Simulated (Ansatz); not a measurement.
Mg2NCl (R-3m) from a database structure was relaxed with 5 functionals in Ansatz, cell and atoms free, the symmetry of the start kept (meshes: PBE 8×8×8, r2SCAN 8×8×8, PBEsol 8×8×8, LDA 8×8×8, HSE06 6×6×6). No spin polarisation and no zero-point or thermal motion.

The PBE result:
```
CELL_PARAMETERS angstrom
1.65967 0.95821 6.00756
-1.65967 0.95821 6.00756
0.00000 -1.91642 6.00756
ATOMIC_POSITIONS crystal
Mg 0.22279 0.22279 0.22279
Mg 0.77721 0.77721 0.77721
N 0.50000 0.50000 0.50000
Cl 0.00000 0.00000 0.00000
```

Space group R-3m (No. 166), trigonal; a = 3.319 Å, c = 18.023 Å in the conventional setting, 14.33 Å³ an atom. Mg has 3 N at 2.17 Å and 3 Cl at 2.76 Å; N has 6 Mg at 2.17 Å; Cl has 6 Mg at 2.76 Å.

**Question.** How does the cell change with r2SCAN?

**Answer.** a = 3.293 Å, c = 17.814 Å; the volume differs by -2.7 % from PBE's. Mg has 3 N at 2.15 Å and 3 Cl at 2.74 Å; N has 6 Mg at 2.15 Å; Cl has 6 Mg at 2.74 Å.

**Question.** How does the cell change with PBEsol?

**Answer.** a = 3.287 Å, c = 17.795 Å; the volume differs by -3.2 % from PBE's. Mg has 3 N at 2.15 Å and 3 Cl at 2.73 Å; N has 6 Mg at 2.15 Å; Cl has 6 Mg at 2.73 Å.

**Question.** Held at the r2SCAN cell, what mean stress do LDA and PBE find, and does its sign point to their own minimum?

**Answer.** Yes. LDA -3.81 GPa, and its relaxed volume is -4.2 % from r2SCAN's; PBE +2.41 GPa, and its relaxed volume is +2.8 % from r2SCAN's. Compression counts positive, so a positive stress asks for a larger cell.
